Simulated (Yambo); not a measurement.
BP (wurtzite, space group P6_3mc, No. 186); a = 3.156 Å, b = 3.156 Å, c = 5.236 Å, α = 90.00°, β = 90.00°, γ = 120.00°. With the G0W0 scissor the direct gap on the mesh is 3.57 eV. Axes are Cartesian, with cell vectors (Å) (3.16, 0.00, 0.00), (-1.58, 2.73, 0.00), (0.00, 0.00, 5.24).

Problem. Can the lowest exciton of this BSE run be trusted, and with what binding energy? (Yambo, LDA bands; 9×9×6 mesh, 5 valence and 4 conduction bands, static screening with 24 bands and a 4 Ry block, scissor 0.83 eV, Tamm-Dancoff.)

Solution. No. The lowest state covers only about 1 of the 486 k points, so the mesh doesn't resolve it: its energy and its distance from the direct gap are mesh artefacts. An extended exciton needs a far denser mesh. The scissor comes from a G0W0 run whose convergence isn't established. 

Geometry relaxed with LDA.

This is not the ordinary phase of the substance; no match was found in the copy of COD used, and its stability was not checked.
